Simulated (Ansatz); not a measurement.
The relaxed structure here is a generated cell of BiB: the first start was made by placing the elements on the sites of a structure type, and the end was not matched to a known phase here, so it may be hypothetical.

The start is a generated trial cell of BiB in the NiAs structure type. Cell shape, volume and atoms are optimised at zero target pressure with r2SCAN (plane waves to 500 eV, PAW, scalar-relativistic; Ansatz, a program for electronic structure). The first steps use a coarse 7×7×5 k-mesh.

Starting cell:
```
CELL_PARAMETERS angstrom
      3.70047     0.00000     0.00000
     -1.85023     3.20470     0.00000
      0.00000     0.00000     5.15755
ATOMIC_POSITIONS crystal
  B  0.00000 0.00000 0.00000
  B  0.00000 0.00000 0.50000
  Bi 0.33333 0.66667 0.25000
  Bi 0.66667 0.33333 0.75000
```

**Question.** How large is the pressure on the unrelaxed cell, and of which sign?

**Answer.** +28 GPa (positive: the cell is compressed).

**Question.** How much energy is released per atom?

**Answer.** 0.32 eV/atom.

**Question.** How does the volume change?

**Answer.** +22.1 %, from 15.29 to 18.66 Å³/atom.

**Question.** How do the shortest distances between atoms change?

**Answer.** The closest pairs of elements (up to four, under 3.6 Å), start → end: B–Bi 2.50 → 2.65 Å; B–B 2.58 → 3.07 Å; Bi–Bi 3.35 → 3.75 Å.

**Question.** Is the relaxed structure metallic? Give its gap.

**Answer.** No gap (metallic).

**Question.** Give the final cell and atomic positions.

**Answer.** 
```cif
data_B2Bi2
_chemical_formula_sum 'B2 Bi2'
_space_group_name_H-M_alt 'P63/mmc'
_space_group_IT_number 194
_space_group_name_Hall '-P 6c 2c'
_cell_length_a 3.74743
_cell_length_b 3.74743
_cell_length_c 6.13844
_cell_angle_alpha 90.000
_cell_angle_beta 90.000
_cell_angle_gamma 120.000
loop_
_atom_site_label
_atom_site_type_symbol
_atom_site_symmetry_multiplicity
_atom_site_Wyckoff_symbol
_atom_site_fract_x
_atom_site_fract_y
_atom_site_fract_z
_atom_site_occupancy
B1 B 2 a 0.00000 0.00000 0.00000 1
Bi1 Bi 2 c 0.33333 0.66667 0.25000 1
```

The space group stays P6₃/mmc (No. 194) (the run could not lower it); the end is NiAs type, with 4 atoms in the primitive cell. Final values are on a 14×14×8 k-mesh of the relaxed cell. No spin polarisation in the result.

The run could not lower the symmetry of its start; a shaken copy of this end point relaxes with r2SCAN to P4₂/mnm (No. 136), 0.47 eV/atom lower.
